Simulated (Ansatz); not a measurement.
# NMR crystallography of ZnS with Ca replacing Zn: given against relaxed positions

Start: a supercell of ZnS (space group P6_3mc) built from a Materials Project structure (computed, not necessarily an observed phase), with all atoms left at the host's positions.

Space group P3m1 (No. 156); a = 7.6159, c = 18.6787 Å, γ = 120.00°.

| site | Wyckoff | site symmetry | x | y | z |
| --- | --- | --- | --- | --- | --- |
| Zn1 | 3d | .m. | 0.8333 | 0.1667 | 0.8333 |
| Zn4 | 1b | 3m. | 0.3333 | 0.6667 | 0.8333 |
| Zn5 | 1a | 3m. | 0.0000 | 0.0000 | 0.3333 |
| Zn6 | 3d | .m. | 0.0000 | 0.5000 | 0.3333 |
| Ca | 1a | 3m. | 0.0000 | 0.0000 | 0.6669 |
| Zn10 | 3d | .m. | 0.0000 | 0.5000 | 0.6669 |
| Zn13 | 3d | .m. | 0.8333 | 0.1667 | 0.1669 |
| Zn16 | 1b | 3m. | 0.3333 | 0.6667 | 0.1669 |
| Zn17 | 3d | .m. | 0.6667 | 0.8333 | 0.4999 |
| Zn18 | 1c | 3m. | 0.6667 | 0.3333 | 0.4999 |
| Zn21 | 3d | .m. | 0.6667 | 0.8333 | 0.9999 |
| Zn22 | 1c | 3m. | 0.6667 | 0.3333 | 0.9999 |
| S25 | 3d | .m. | 0.8333 | 0.1667 | 0.9581 |
| S28 | 1b | 3m. | 0.3333 | 0.6667 | 0.9581 |
| S29 | 1a | 3m. | 0.0000 | 0.0000 | 0.4581 |
| S30 | 3d | .m. | 0.0000 | 0.5000 | 0.4581 |
| S33 | 1a | 3m. | 0.0000 | 0.0000 | 0.7917 |
| S34 | 3d | .m. | 0.0000 | 0.5000 | 0.7917 |
| S37 | 3d | .m. | 0.8333 | 0.1667 | 0.2917 |
| S40 | 1b | 3m. | 0.3333 | 0.6667 | 0.2917 |
| S41 | 3d | .m. | 0.6667 | 0.8333 | 0.6251 |
| S42 | 1c | 3m. | 0.6667 | 0.3333 | 0.6251 |
| S45 | 3d | .m. | 0.6667 | 0.8333 | 0.1251 |
| S46 | 1c | 3m. | 0.6667 | 0.3333 | 0.1251 |

One atom of each set is listed.

All values are calculated (Ansatz; DFT, PBE, plane waves and PAW, scalar-relativistic, 420 eV cutoff, Γ-centred 3×3×1 k-points, Fermi–Dirac smearing 0.01 eV), not measured.

The largest force at the start is 3.3 eV/Å. Relaxing the ions at fixed cell moves them by 0.422 Å at most (atom 33, S) and 0.098 Å rms.

```
site  moved (Å)                   first shell before                    first shell after  V_zz before (10²¹ V/m²)  η before
 Zn1      0.116                        4 S at 2.33 Å                   4 S at 2.31–2.34 Å                    -0.18      0.33
 Zn5      0.006                        4 S at 2.33 Å                   4 S at 2.32–2.33 Å                     0.18      0.00
  Ca      0.165                        4 S at 2.33 Å                   4 S at 2.57–2.59 Å                    0.055      0.00
Zn10      0.038                        4 S at 2.33 Å                   4 S at 2.30–2.35 Å                    -0.32      0.16
Zn17      0.095                   4 S at 2.33–2.34 Å                   4 S at 2.31–2.34 Å                    -0.20      0.96
Zn21      0.007                   4 S at 2.33–2.34 Å                   4 S at 2.33–2.34 Å                   -0.035      0.86
Zn22      0.123                   4 S at 2.33–2.34 Å                   4 S at 2.30–2.31 Å                    0.029      0.00
 S25      0.087                       4 Zn at 2.33 Å                  4 Zn at 2.31–2.33 Å                     0.15      0.81
 S29      0.009                       4 Zn at 2.33 Å                  4 Zn at 2.32–2.34 Å                     0.17      0.00
 S30      0.069                       4 Zn at 2.33 Å                  4 Zn at 2.32–2.33 Å                    -0.15      0.77
 S33      0.422       3 Zn at 2.33 Å, 1 Ca at 2.33 Å       3 Zn at 2.31 Å, 1 Ca at 2.59 Å                    -9.38      0.00
 S34      0.019                       4 Zn at 2.33 Å                  4 Zn at 2.34–2.35 Å                   -0.068      0.82
 S37      0.022                       4 Zn at 2.33 Å                  4 Zn at 2.32–2.33 Å                    0.043      0.41
 S41      0.189  3 Zn at 2.33–2.34 Å, 1 Ca at 2.33 Å  3 Zn at 2.30–2.31 Å, 1 Ca at 2.57 Å                    -9.67      0.02
 S46      0.084                  4 Zn at 2.33–2.34 Å                  4 Zn at 2.30–2.32 Å                     0.16      0.00
```

Q: What are V_zz and η after the relaxation?

A: 

```json
{"site": "Zn1", "V_zz after": "-1.35", "η after": "0.14", "change of V_zz": "-1.17"}
{"site": "Zn5", "V_zz after": "-0.47", "η after": "0.00", "change of V_zz": "-0.65"}
{"site": "Ca", "V_zz after": "-1.67", "η after": "0.00", "change of V_zz": "-1.72"}
{"site": "Zn10", "V_zz after": "1.51", "η after": "0.84", "change of V_zz": "–"}
{"site": "Zn17", "V_zz after": "0.48", "η after": "0.37", "change of V_zz": "–"}
{"site": "Zn21", "V_zz after": "0.46", "η after": "0.49", "change of V_zz": "–"}
{"site": "Zn22", "V_zz after": "-0.82", "η after": "0.00", "change of V_zz": "-0.85"}
{"site": "S25", "V_zz after": "-0.80", "η after": "0.06", "change of V_zz": "–"}
{"site": "S29", "V_zz after": "-0.32", "η after": "0.00", "change of V_zz": "-0.49"}
{"site": "S30", "V_zz after": "-0.53", "η after": "0.88", "change of V_zz": "-0.38"}
{"site": "S33", "V_zz after": "-9.82", "η after": "0.00", "change of V_zz": "-0.44"}
{"site": "S34", "V_zz after": "0.87", "η after": "0.09", "change of V_zz": "+0.94"}
{"site": "S37", "V_zz after": "-0.34", "η after": "0.23", "change of V_zz": "–"}
{"site": "S41", "V_zz after": "-9.23", "η after": "0.04", "change of V_zz": "+0.44"}
{"site": "S46", "V_zz after": "-0.53", "η after": "0.00", "change of V_zz": "-0.69"}
```

The largest change of V_zz along a kept axis is on Ca, from 0.055 to -1.67. Small gradients that grow severalfold: Zn10 (-0.32 to 1.51), Zn1 (-0.18 to -1.35). In per cent, |V_zz| changes by -5 to +5 on S (all sites that start above 0.5). On Zn1 V_xx and V_yy change places (or their axes turn by over 50°), so the two values of η hide a larger change. V_zz changes sign on Zn5 (same axis), S29 (same axis), S46 (same axis), S34 (axis turned by 17°), Ca (same axis), Zn22 (same axis), Zn13 (axis turned by 38°), Zn18 (same axis) and 1 more site (not all in the table). On Zn10, Zn17, S25, S37, Zn21, S45, Zn6 (not all in the table) the largest principal value lies along another axis in the second run, so the two V_zz can't be compared directly. The table leaves out 9 of the 24 sites, with |V_zz| up to 0.32; their tensors move by 0.31 at most along any direction. The statements above cover all sites. The host's own positions weren't relaxed first, so part of the change far from the defect can be the host's relaxation.

The defect repeats with the cell of 48 atoms, so it feels its images: sites between two images don't show the values beside a lone defect, and zeros or small values of η there can come from the images' arrangement. S and Zn carry a gradient in the pure host already, so the values there aren't the defect's effect alone.
Before: The neighbours have not yet relaxed around the defect (largest force 3.3 eV/Å), so the values at and beside it are those of a strained start, not of the defect in a real crystal.
After: The relaxation keeps the site symmetry 3m of the start, so the impurity can move only along its axis; a start off the site could end lower.
